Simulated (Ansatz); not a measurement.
Relaxed NbRu (space group P4/mmm):

```
CELL_PARAMETERS angstrom
      2.99925     0.00000     0.00000
      0.00000     2.99925     0.00000
      0.00000     0.00000     6.75064
ATOMIC_POSITIONS crystal
  Nb 0.00000 0.00000 0.00000
  Nb 0.00000 0.00000 0.50000
  Ru 0.50000 0.50000 0.25000
  Ru 0.50000 0.50000 0.75000
```

A phonon eigenvector at Z = (0.0, 0.0, 0.5) is frozen into this cell: atom i moves by Q times the vector below, so Q is the largest atomic displacement, in Å. The cell is held. (q is in reciprocal vectors of the primitive cell; the cell shown is doubled to hold the pattern.)

```tsv
atom	x	y	z
Ru3	0.000	0.000	1.000
Ru4	0.000	0.000	-1.000
```

Atoms not listed stay in place.

All values below come from LDA (plane waves to 420 eV, PAW, scalar-relativistic; Ansatz, a quantum-chemistry and plane-wave program). k mesh 15×15×7 (Γ-centred), Fermi-Dirac smearing 0.05 eV. Energies are smeared free energies. With partly filled bands, energies and forces of such displacements shift with the k mesh and the smearing. NbRu is run without spin polarisation. NbRu was relaxed with its symmetry unable to fall. ΔE is measured from the undisplaced structure. The last digit holds for this mesh only.

| Q (Å) | ΔE (meV/cell) |
|---|---|
| -0.176 | 49.48 |
| -0.147 | 15.62 |
| -0.117 | -1.72 |
| -0.088 | -7.52 |
| -0.059 | -5.80 |
| -0.029 | -1.86 |
| 0.000 | 0.00 |
| 0.029 | -1.86 |
| 0.059 | -5.80 |
| 0.088 | -7.52 |
| 0.117 | -1.72 |
| 0.147 | 15.62 |
| 0.176 | 49.48 |

Task: Is this a single well or a double well?

Result: A double well: the undisplaced structure is a maximum between two minima.

Task: By a smooth curve through the points, how far does the most displaced atom move to reach the deepest minimum?

Result: 0.083 Å from zero.

Task: By a smooth curve, how deep is the well, measured from the undisplaced structure?

Result: 7.6 meV/cell, cell held fixed.

(A displaced cell: forces are minus the slopes of the energy, force constants its curvatures, and phonons follow from these.)
